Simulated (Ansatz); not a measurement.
**Relaxing iron (simple cubic)**

The calculation used Ansatz 0.2.0, DFT, BLYP, plane waves (420 eV) with PAW, scalar-relativistic. The PAW files were generated under PBE, with cores re-solved for the functional.

k-point mesh 12×12×12, Fermi-Dirac smearing 0.05 eV, starting moments 2.50, -2.50 μB. Cell and atoms relax.

Starting structure:

```yaml
crystal:
  lattice:
    - [0.0, 2.3342634294, 2.3342634294]
    - [2.3342634294, 0.0, 2.3342634294]
    - [2.3342634294, 2.3342634294, 0.0]
  atoms:
    - { symbol: Fe, position: [0.0, 0.0, 0.0], spin: 2.5 }
    - { symbol: Fe, position: [0.5, 0.5, 0.5], spin: -2.5 }
hamiltonian:
  xc: blyp
  pseudopotentials:
    kind: paw
    azcp:
      Fe: "pseudopotentials/Fe.paw.azcp"
basis:
  ecutwfc: 420
  fft_grid_basis: typed
kpoints:
  mp_grid: { grid: [12, 12, 12], shift: [0, 0, 0] }
magnetization:
  spin_polarized: true
scf:
  occupations: { method: fermi_dirac, width: 0.05 }
relax:
  max_steps: 60
  f_tol: 0.01
  cell: {}
output:
  write_density: true
  write_potential: true
  elf: true
  volumetric_format: npy
```

Problem. The pressure at the start is 5.1 GPa. By how much does the volume change?

Solution. From 12.72 to 14.00 Å³ per atom, 10.0 %. The final cell has a = 2.410 Å.

Problem. How much energy does the relaxation gain?

Solution. 27.4 meV per atom.

Problem. Which magnetic state does it end in?

Solution. antiferromagnetic, largest moment 2.16 μB in the atomic sphere; moments 2.16, -2.16 μB.
